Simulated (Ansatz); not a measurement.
BCl₃:
```cif
data_B2Cl6
_chemical_formula_sum 'Cl6 B2'
_space_group_name_H-M_alt 'P 1'
_space_group_IT_number 1
_cell_length_a 6.07094
_cell_length_b 6.07094
_cell_length_c 6.46978
_cell_angle_alpha 90.000
_cell_angle_beta 90.000
_cell_angle_gamma 120.000
loop_
_space_group_symop_operation_xyz
  'x, y, z'
loop_
_atom_site_label
_atom_site_type_symbol
_atom_site_fract_x
_atom_site_fract_y
_atom_site_fract_z
_atom_site_occupancy
Cl1 Cl 0.05641 0.37137 0.25000 1
Cl2 Cl 0.68504 0.05641 0.75000 1
Cl3 Cl 0.62863 0.68504 0.25000 1
Cl4 Cl 0.94359 0.62863 0.75000 1
Cl5 Cl 0.31496 0.94359 0.25000 1
Cl6 Cl 0.37137 0.31496 0.75000 1
B1 B 0.33333 0.66667 0.25000 1
B2 B 0.66667 0.33333 0.75000 1
```

Relaxed with r²SCAN+D4.

Tabulate the valence density and the electron localisation function along the shortest Cl–B contact (1.74 Å), plane-wave PAW r²SCAN+D4 (Ansatz code).



| distance from Cl (Å) | density (e/Å³) | ELF |
|---|---|---|
| 0.17 | 0.24 | 0.21 |
| 0.26 | 0.78 | 0.31 |
| 0.35 | 1.31 | 0.45 |
| 0.43 | 1.71 | 0.60 |
| 0.52 | 1.91 | 0.71 |
| 0.61 | 1.91 | 0.79 |
| 0.70 | 1.77 | 0.84 |
| 0.78 | 1.59 | 0.87 |
| 0.87 | 1.42 | 0.89 |
| 0.96 | 1.29 | 0.90 |
| 1.04 | 1.19 | 0.89 |
| 1.13 | 1.11 | 0.87 |
| 1.22 | 1.02 | 0.80 |
| 1.30 | 0.91 | 0.63 |
| 1.39 | 0.75 | 0.34 |
| 1.48 | 0.57 | 0.09 |
| 1.57 | 0.39 | 0.01 |

The density is the valence pseudo-density with augmentation charge, so density and ELF within about 1 Å of a nucleus are not all-electron values.

Space group P6_3/m. The workflow started from an entry of the Crystallography Open Database (COD). Its standing as an ambient phase is unchecked. The cell was relaxed with r²SCAN+D4 under the symmetry of its start; whether a distortion lowers the energy is not shown.

Potentials: the later of the program's two PAW sets.
